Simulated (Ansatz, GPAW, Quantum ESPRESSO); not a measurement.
**PdPt3: programs and potentials compared**

```xyz
4
Lattice="-1.9719 1.9719 3.9157 1.9719 -1.9719 3.9157 1.9719 1.9719 -3.9157" Properties=species:S:1:pos:R:3 pbc="T T T"
Pt    0.0000    0.0000    3.9157
Pt    1.9719    0.0000    1.9579
Pt    0.0000    1.9719    1.9579
Pd    0.0000    0.0000    0.0000
```

The cell comes from a database or a generator and needn't be the stable form of this composition.

Alike in all runs: task single point; functional PBEsol; k mesh 10 × 10 × 10; occupations fermi-dirac, width 0.05 eV; no spin polarisation; no spin-orbit coupling. Pressure is positive in compression and, in plane waves, holds the error of the finite cutoff.

```tsv
program and potentials	plane-wave cutoff (eV)	notes	band gap (eV)	pressure (GPa)
Ansatz, all-electron LAPW, scalar-relativistic	-	-	no gap	-5.79
GPAW, PAW data sets generated for this functional	600	-	no gap	-5.69
Quantum ESPRESSO, GBRV 1.5 PBEsol	612	-	no gap	-6.40
```

None finds a gap. The pressure spans -6.40 (Quantum ESPRESSO, GBRV 1.5 PBEsol) to -5.69 GPa (GPAW, PAW data sets generated for this functional), with all-electron results at -5.79.

The functional is the same throughout but for its coding, so the spread measures potentials, basis and numerics; runs on potential files found faulty are left out.
